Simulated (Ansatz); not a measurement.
InSb:
```xyz
6
Lattice="4.5875 0.0000 0.0000 -2.2938 3.9729 0.0000 0.0000 0.0000 10.0321" Properties=species:S:1:pos:R:3 pbc="T T T"
In     2.5426     0.0000     6.6880
In    -1.2713     2.2019     3.3440
In     1.0225     1.7710     0.0000
Sb     2.4564     0.0000     1.6720
Sb    -1.2282     2.1273     8.3601
Sb     1.0656     1.8456     5.0160
```

Relaxed with PBEsol. Special points in fractions of this cell's reciprocal vectors: Γ (0.000, 0.000, 0.000); M (0.500, 0.000, 0.000); K (0.333, 0.333, 0.000); A (0.000, 0.000, 0.500); L (0.500, 0.000, 0.500); H (0.333, 0.333, 0.500).

**Question.** List the band energies nearest the Fermi level at these points for PBEsol (plane waves, PAW; program Ansatz).

**Answer.** In eV from the Fermi level; about four levels below and three above (degenerate sets whole), none deeper than 8.9 eV; points with the same levels are listed once.

```json
[
 {"k": "Γ", "below": "-0.87 -0.87 -0.60 -0.60 -0.18", "above": "0.22 1.25 1.25"},
 {"k": "M", "below": "-2.23 -1.60 -1.36 -1.33", "above": "0.22 0.30 1.27"},
 {"k": "K", "below": "-1.82 -1.33 -1.33 -0.22", "above": "1.59 1.59 4.04 4.04"},
 {"k": "A", "below": "-0.63 -0.44 -0.44 -0.18", "above": "1.18 1.18 1.19"},
 {"k": "L", "below": "-2.09 -2.04 -1.71 -1.47", "above": "0.74 1.11 1.95"},
 {"k": "H", "below": "-3.15 -3.15 -1.83 -1.19", "above": "1.89 1.90 1.90"}
]
```

Space group P3_221. The start of the workflow was typed in or built on a structure type; neither database checked (COD, Materials Project) lists it. It is not the phase usual at ambient conditions (space group No. 216). Symmetry was held in the PBEsol relaxation; whether a distortion lowers the energy is not shown. A small band overlap can be real or an error of a semilocal functional. The Fermi level of a semimetal is unsure by some 0.05 eV on such meshes. Spin–orbit coupling is left out wherever it is not named.

Potentials: the later of the program's two PAW sets.
